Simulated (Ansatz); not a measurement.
Consider the following.

W$_{2}$C:
```cif
data_C2W4
_chemical_formula_sum 'W4 C2'
_space_group_name_H-M_alt 'P 1'
_space_group_IT_number 1
_cell_length_a 4.68130
_cell_length_b 5.23658
_cell_length_c 3.00763
_cell_angle_alpha 90.000
_cell_angle_beta 90.000
_cell_angle_gamma 90.000
loop_
_space_group_symop_operation_xyz
  'x, y, z'
loop_
_atom_site_label
_atom_site_type_symbol
_atom_site_fract_x
_atom_site_fract_y
_atom_site_fract_z
_atom_site_occupancy
W1 W 0.25900 0.15848 0.50000 1
W2 W 0.74100 0.84152 0.50000 1
W3 W 0.75900 0.34152 0.00000 1
W4 W 0.24100 0.65848 0.00000 1
C1 C 0.00000 0.00000 0.00000 1
C2 C 0.50000 0.50000 0.50000 1
```

This is the PBEsol-relaxed structure.

Task: All from plane-wave PAW PBEsol (Ansatz code), unless another level is named. Predict the electronic character.

Result: metallic (no gap).

Task: What about the formation energy from the elements (no fitted shifts)?

Result: -0.090 eV/atom.

Task: Give the density of states at the Fermi level.

Result: 0.50 states/eV per atom (mean over ±0.08 eV).

Task: Predict the gap with spin–orbit coupling.

Result: none (metallic).

Space group Pnnm. The workflow started from a Materials Project entry (that database holds measured and hypothetical structures alike); the Crystallography Open Database copy checked does not list it. Its standing as an ambient phase is unchecked. The PBEsol relaxation kept the symmetry of its start; of distortions, only those at the zone centre were tested. The run is not spin-polarised. The references are the lowest solids computed at this level, not always the standard phases. Scalar-relativistic: spin–orbit coupling is off unless named, which matters more the heavier the elements.

Potentials: the later of the program's two PAW sets.
